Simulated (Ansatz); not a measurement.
Input file for Ansatz (an electronic-structure program):

Ansatz 0.2 input:
```yaml
crystal:
  lattice:
    - [4.9513365113, 0.0, 0.0]
    - [0.0, 4.9513365113, 0.0]
    - [0.0, 0.0, 2.8496510576]
  atoms:
    - { symbol: Ta, position: [0.0, 0.0, 0.5] }
    - { symbol: Ta, position: [0.5, 0.5, 0.0] }
    - { symbol: O, position: [0.7135268893, 0.2864731107, 0.5] }
    - { symbol: O, position: [0.2864731107, 0.7135268893, 0.5] }
    - { symbol: O, position: [0.2135268893, 0.2135268893, 0.0] }
    - { symbol: O, position: [0.7864731107, 0.7864731107, 0.0] }
kpoints:
  mp_grid: { grid: [6, 6, 11] }
  band_path:
    path:
      - [[0.0, 0.0, 0.0], [0.0, 0.5, 0.0], [0.5, 0.5, 0.0], [0.0, 0.0, 0.0], [0.0, 0.0, 0.5], [0.0, 0.5, 0.5], [0.5, 0.5, 0.5], [0.0, 0.0, 0.5]]  # Γ-X-M-Γ-Z-R-A-Z
      - [[0.0, 0.5, 0.0], [0.0, 0.5, 0.5]]  # X-R
      - [[0.5, 0.5, 0.0], [0.5, 0.5, 0.5]]  # M-A
    npoints: 8
basis: { xc_grid: 2 }
hamiltonian:
  xc: pbesol
  pseudopotentials: { kind: paw }
magnetization: { noncollinear: true, spin_orbit: true }
scf:
  n_extra_bands: 12
  convergence: { dr2_threshold: 0.0000000001 }
  occupations: { method: gaussian, width: 0.05 }
output: { eigenvalues: true }
```

Output (shortened):

```
Pseudopotential: Ta, paw_fr, valence charge 13
Pseudopotential: O, paw_fr, valence charge 6
Functional definition: PBEsol
non-collinear run that drives no moment, with spin-orbit …
Crystal: 6 atoms, lattice volume = 69.861 Å³
Basis set: ecut = 420 eV, 1413 PW (Γ), exchange–correlation on 72×72×40 points (8 copies of the dense FFT grid, shifted against one another)
Bands: 62, of which v1, the nominal top of the filled ones, is band 50 counted from 1 (49 counted from 0)
Symmetry: 16 space group operations + 16 with time reversal
k-points: 60 of 396
Projection manifold: j_resolved (fully-relativistic pseudo-atomic orbitals)
SCF iter   1: F=—  HF=-21906.677063 eV  |F-HF|=—  |Δ(HF+E_count)|=         —  Δρ=5.70e-2  dr2=1.85e0  dr2_m=0.00e0 (ungated)  ethr=3.10e-3  |M|=0.00e0 ∫|m|=0.00e0 μB  |m|>n=0.0e0 m-floor=0.0e0 τ_xc=0.0e0  β_m=0.30  ⟨swp⟩=6.0  Hψ=8709  notcnv=0  defer=36
preconditioner: auto → Kerker (q_TF=auto, 2.580 Å⁻¹)
spin=Noncollinear: Kerker preconditioning applied to the charge; magnetization (m_x, m_y, m_z) channels mix plain (no charge-response kernel on spin).
SCF iter   2: F=—  HF=-21906.540379 eV  |F-HF|=—  |Δ(HF+E_count)|=   1.37e-1  Δρ=4.30e-2  dr2=1.16e0  dr2_m=0.00e0 (ungated)  ethr=3.10e-3  |M|=0.00e0 ∫|m|=0.00e0 μB  |m|>n=0.0e0 m-floor=0.0e0 τ_xc=0.0e0  β_m=0.65  ⟨swp⟩=1.0  Hψ=2160  notcnv=0  defer=52
SCF iter   3: F=—  HF=-21906.241874 eV  |F-HF|=—  |Δ(HF+E_count)|=   2.99e-1  Δρ=6.89e-3  dr2=5.50e-2  dr2_m=0.00e0 (ungated)  ethr=2.33e-3  |M|=0.00e0 ∫|m|=0.00e0 μB  |m|>n=0.0e0 m-floor=0.0e0 τ_xc=0.0e0  β_m=0.82  ⟨swp⟩=2.9  Hψ=3306  notcnv=0  defer=80
SCF iter   4: F=—  HF=-21906.242183 eV  |F-HF|=—  |Δ(HF+E_count)|=   3.09e-4  Δρ=2.32e-3  dr2=4.71e-3  dr2_m=0.00e0 (ungated)  ethr=1.10e-4  |M|=0.00e0 ∫|m|=0.00e0 μB  |m|>n=0.0e0 m-floor=0.0e0 τ_xc=0.0e0  β_m=0.91  ⟨swp⟩=2.6  Hψ=3213  notcnv=0  defer=268
SCF iter   5: F=—  HF=-21906.244270 eV  |F-HF|=—  |Δ(HF+E_count)|=   2.09e-3  Δρ=9.55e-4  dr2=7.38e-4  dr2_m=0.00e0 (ungated)  ethr=9.42e-6  |M|=0.00e0 ∫|m|=0.00e0 μB  |m|>n=0.0e0 m-floor=0.0e0 τ_xc=0.0e0  β_m=0.96  ⟨swp⟩=2.2  Hψ=2487  notcnv=0  defer=268
SCF iter   6: F=—  HF=-21906.244746 eV  |F-HF|=—  |Δ(HF+E_count)|=   4.76e-4  Δρ=8.73e-4  dr2=3.89e-4  dr2_m=0.00e0 (ungated)  ethr=1.48e-6  |M|=0.00e0 ∫|m|=0.00e0 μB  |m|>n=0.0e0 m-floor=0.0e0 τ_xc=0.0e0  β_m=0.80  ⟨swp⟩=2.0  Hψ=2749  notcnv=0  defer=268
SCF iter   7: F=—  HF=-21906.244715 eV  |F-HF|=—  |Δ(HF+E_count)|=   3.13e-5  Δρ=1.18e-4  dr2=7.06e-6  dr2_m=0.00e0 (ungated)  ethr=7.79e-7  |M|=0.00e0 ∫|m|=0.00e0 μB  |m|>n=0.0e0 m-floor=0.0e0 τ_xc=0.0e0  β_m=0.90  ⟨swp⟩=2.0  Hψ=2725  notcnv=0  defer=268
SCF iter   8: F=—  HF=-21906.244724 eV  |F-HF|=—  |Δ(HF+E_count)|=   9.34e-6  Δρ=1.91e-5  dr2=1.82e-7  dr2_m=0.00e0 (ungated)  ethr=1.41e-8  |M|=0.00e0 ∫|m|=0.00e0 μB  |m|>n=0.0e0 m-floor=0.0e0 τ_xc=0.0e0  β_m=0.95  ⟨swp⟩=2.0  Hψ=2496  notcnv=0  defer=268
SCF iter  11: F=-21906.244723 eV  HF=-21906.244723 eV  |F-HF|=3.64e-12  |Δ(HF+E_count)|=  2.55e-10  Δρ=9.41e-8  dr2=3.59e-12  dr2_m=0.00e0 (ungated)  ethr=1.00e-12  |M|=0.00e0 ∫|m|=0.00e0 μB  |m|>n=0.0e0 m-floor=0.0e0 τ_xc=0.0e0  ⟨swp⟩=10.9  Hψ=5671  notcnv=0
SCF 1 converged in 11 iterations: F = -21906.244723 eV  dr2 = 3.59e-12
NSCF: frozen V_eff on 75 k-points
SCF converged after 11 iterations
Magnetization: |M| = 0.0000 μB,  M = (+0.0000, +0.0000, +0.0000) μB
Absolute magnetization: 0.0000 μB (∫|m|)
  site 0: m = (+0.0000, +0.0000, +0.0000) μB, |m| = 0.0000 μB  (R = 0.83 Å)
  site 1: m = (+0.0000, +0.0000, +0.0000) μB, |m| = 0.0000 μB  (R = 0.83 Å)
  site 2: m = (+0.0000, +0.0000, +0.0000) μB, |m| = 0.0000 μB  (R = 0.83 Å)
  site 3: m = (+0.0000, +0.0000, +0.0000) μB, |m| = 0.0000 μB  (R = 0.83 Å)
  site 4: m = (+0.0000, +0.0000, +0.0000) μB, |m| = 0.0000 μB  (R = 0.83 Å)
  site 5: m = (+0.0000, +0.0000, +0.0000) μB, |m| = 0.0000 μB  (R = 0.83 Å)
Free energy (F): -21906.244723 eV
Harris-Foulkes:  -21906.244723 eV  (|F-HF|=3.64e-12)
Internal energy: -21906.243217 eV  (E = F + TS)
E sigma→0 (E₀):  -21906.243970 eV
Entropy (-TS):   -0.001506 eV (-0.251 meV/atom)
Fermi energy:    13.737643 eV
--- Per-component energies (eV) ---
  E_band       = -340.443533
  E_kinetic    = 1431.738177
  E_local      = -2827.721092  (includes V_loc(G=0)·N_el)
  E_nonlocal   = 220.710588
  E_hartree    = 993.831574
  E_xc         = -723.429210
  E_vxc        = -779.428082  (∫ρ·V_xc dr)
  E_paw        = -17193.507623  (= ΣΔE_a)
  E_vpaw       = -373.416499  (= ΣTr[D̂ρ^β])
  E_aug_tail   = 0.010206  (compensation charges beyond the density's cutoff)
  E_ewald      = -3808.453783
  E_core_change = 0.577946  (= ΣΔE_core)
  E_smearing   = -0.001506  (= −TS)
  E_closure    = 0.000000  (closes the sum)
  Σ components = -21906.244723   (vs F -21906.244723, Δ=0.00e0)
  [band-id]    e_kinetic+e_local+e_nonlocal+2·e_hartree+e_vxc+e_vpaw+e_augmentation_tail = -340.443555   (vs E_band -340.443533, Δ=-2.20e-5)
--- Band table (eV; the first three rows and the last of 60) ---
  k-point 0: bands = ["-55.6728", "-55.6728", "-55.6671", "-55.6671", "-28.6036", "-28.6036", "-28.5443", "-28.5443", "-20.2908", "-20.2908", "-20.0106", "-20.0106", "-19.7318", "-19.7318", "-19.6125", "-19.6125", "-7.5369", "-7.5369", "-6.6234", "-6.6234", …
  k-point 1: bands = ["-55.6681", "-55.6681", "-55.6626", "-55.6626", "-28.6128", "-28.6128", "-28.5563", "-28.5563", "-20.2713", "-20.2713", "-20.0067", "-20.0067", "-19.7885", "-19.7885", "-19.6807", "-19.6807", "-7.4299", "-7.4299", "-6.5545", "-6.5545", …
  k-point 2: bands = ["-55.6555", "-55.6555", "-55.6507", "-55.6507", "-28.6382", "-28.6382", "-28.5895", "-28.5895", "-20.2210", "-20.2210", "-20.0377", "-20.0377", "-19.8935", "-19.8935", "-19.8524", "-19.8524", "-7.1403", "-7.1403", "-6.3824", "-6.3824", …
  k-point 59: bands = ["-55.6135", "-55.6135", "-55.6135", "-55.6135", "-28.7154", "-28.7154", "-28.7154", "-28.7154", "-20.4354", "-20.4354", "-20.4354", "-20.4354", "-19.9195", "-19.9195", "-19.9195", "-19.9195", "-6.2708", "-6.2708", "-6.2708", "-6.2708", …
```

Cost: about 60 core-seconds (a rough figure) on shared cores.

Space group P4_2/mnm (rutile). The first step of the workflow began from a Materials Project structure, measured or hypothetical; the Crystallography Open Database copy checked does not list it. Whether it is the stable phase at ambient conditions was not checked. The cell was relaxed with PBEsol under the symmetry of its start; of distortions, only those at the zone centre were tested. No spin polarisation was allowed.

Potentials: the later of the program's two PAW sets.

Ansatz is a plane-wave DFT program.
